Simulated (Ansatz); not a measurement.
Suppose ScTlS₃ takes space group Pm-3m (No. 221), with Sc on 1a; Tl on 1b; S on 3d. The cell of ScTlS₃ is invented: perovskite family, tilts a0a0a0 (A site Tl; B site Sc; X site S).

Computed with Ansatz 0.2.0, DFT PBE, scalar-relativistic, plane waves, PAW. Cutoff 420 eV, Γ-centred mesh, Gaussian smearing, no spin polarisation.

Energies over the elements count from the elements' standard structures at the same level, with no fitted energy shifts.

Problem. Give the relaxed lattice parameters and positions.

Solution.

Space group Pm-3m (No. 221). a = 5.031 Å, b = 5.031 Å, c = 5.031 Å, α = 90.00°, β = 90.00°, γ = 90.00°
```json
{"atom": "Sc", "site": "1a", "symmetry": "m-3m", "x": "0.0000", "y": "0.0000", "z": "0.0000"}
{"atom": "Tl", "site": "1b", "symmetry": "m-3m", "x": "0.5000", "y": "0.5000", "z": "0.5000"}
{"atom": "S", "site": "3d", "symmetry": "4/mm.m", "x": "0.5000", "y": "0.0000", "z": "0.0000"}
```

It has the cubic perovskite type. Sc has 6 S at 2.52 Å; Tl has 12 S at 3.56 Å (long contacts); S is surrounded by 2 Sc at 2.52 Å, 4 Tl at 3.56 Å and 8 S at 3.56 Å.

Problem. Where does its energy lie, and is it a metal?

Solution. The formation energy is −0.68 eV/atom and the gap on the 8×8×8 mesh of the 5-atom cell is 0 eV (a metal). It lies below the elements, which doesn't yet make it stable against other compounds or structures.

The last run used Gaussian smearing of 0.10 eV. Spin–orbit coupling, which can matter for Tl, is left out. The cell is a metal run without spin; a magnetic state may lie lower. The reference form of S is held partly by dispersion forces, which this level lacks. A structure relaxed within its symmetry needn't be a true minimum.
